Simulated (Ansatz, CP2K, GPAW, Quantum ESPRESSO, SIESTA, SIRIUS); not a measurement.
# Ga3Se: 6 runs at one level of theory

```
Se Ga
1.0
     4.43246    0.00000    0.00000
     0.00000    4.43246    0.00000
     0.00000    0.00000    4.43246
Se Ga
1 3
Direct
  0.00000 0.00000 0.00000
  0.50000 0.50000 0.00000
  0.50000 0.00000 0.50000
  0.00000 0.50000 0.50000
```

The cell comes from a database or a generator and needn't be the stable form of this composition.

Alike in all runs: task single point; functional PBE; k mesh 6 × 6 × 6; occupations fermi-dirac, width 0.05 eV; no spin polarisation; no spin-orbit coupling. Pressure is positive in compression and, in plane waves, holds the error of the finite cutoff, which Ansatz's Pulay term estimates and takes out.

```tsv
program and potentials	plane-wave cutoff (eV)	notes	band gap (eV)	pressure (GPa)
Ansatz, Ansatz PAW	420	13.75 valence electrons an atom on average; Pulay term of +0.03 GPa included	no gap	-0.57
SIESTA, files PseudoDojo sr-pbe-0.4.1-standard, DZP (energy shift 0.003 Ry; two zetas on semicore shells)	-	atomic basis; 13.75 valence electrons an atom on average	no gap	0.47
SIRIUS, PseudoDojo 0.4.1 PBE standard (scalar relativistic)	1177	13.75 valence electrons an atom on average	no gap	-0.58
CP2K, POTENTIAL_UZH Se GTH-PBE-q6, Ga GTH-PBE-q13; TZVP-MOLOPT-PBE-GTH basis	-	atomic basis; 11.25 valence electrons an atom on average	no gap	-0.04
GPAW, GPAW PAW data sets (gpaw-data 1.2.1)	600	3.75 valence electrons an atom on average	no gap	-0.85
Quantum ESPRESSO, SSSP 1.3 efficiency PBE	952	11.25 valence electrons an atom on average	no gap	-0.67
```

None finds a gap. The pressure spans -0.85 (GPAW, GPAW PAW data sets (gpaw-data 1.2.1)) to 0.47 GPa (SIESTA, files PseudoDojo sr-pbe-0.4.1-standard, DZP (energy shift 0.003 Ry; two zetas on semicore shells)). Rows in atomic bases carry the error of their basis and grid, which can be large.

Differences between rows come from potentials, basis sets and numerical settings, since the functional is the same but for its coding. Runs on potential files found faulty are left out.
